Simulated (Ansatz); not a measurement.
# Zone-centre phonons of BiSb at 1.9 GPa: input and output

These are results of DFT LDA, scalar-relativistic, plane waves, PAW in Ansatz 0.2.0, not measurements.

Launched with:
```bash
ansatz run input.yaml --threads 1 --pin off --max-ram 1228MiB --backend cpu --events-out ev --progress --plain --runs-dir out
```

Input (bare energies are in eV):
```yaml
crystal:
  lattice:
    - [0.0, 3.0956, 3.0956]
    - [3.0956, 0.0, 3.0956]
    - [3.0956, 3.0956, 0.0]
  atoms:
    - { symbol: Sb, position: [0.0, 0.0, 0.0] }
    - { symbol: Bi, position: [0.5, 0.5, 0.5] }
basis:
  ecutwfc: 420
kpoints:
  mp_grid: { grid: [12, 12, 12] }
hamiltonian:
  xc: lda
scf:
  occupations: { method: fermi_dirac, width: 0.15 }
output:
  eigenvalues: true
phonons:
  method: dfpt
  eigenvectors: true
```

The end of the output:
```
--- Phonons (Γ-DFPT): 2 representative perturbations + reference, on 163 of 1728 k-points (Σ response iterations 6) ---
  k mesh reduced under 8 symmetry operations, with k and −k counted as one. Each operation leaves every solved perturbation unchanged. A smaller set is not used because it would not reduce the number of displacements ...
  ASR residual: 1.492e-4 → 0.000e0 eV/Å²; symmetrization residual: 1.428e-5 eV/Å²
  ASR residual per site (eV/Å²): 2.13e-5 1.49e-4
  Γ frequencies (cm⁻¹): -66.67 -66.67 -66.67 0.00 0.00 0.00
  non-analytic LO–TO correction: not included (Born effective charges unavailable; polar crystals: no LO–TO splitting at Γ)
```

It took 90 s on 1 thread of Arm Neoverse N1, with other jobs on the host, peak memory 0.83 GiB.

Its imaginary modes show that this cell, the ideal cubic rocksalt prototype, isn't a minimum of the energy. In a metal, frequencies and elastic constants depend on the k mesh and the smearing, soft modes and shear constants most. Spin–orbit coupling is left out, which matters for heavy elements. A semilocal functional can close a gap that the real compound has.

Negative frequencies stand for imaginary ones: the cell is unstable against these modes.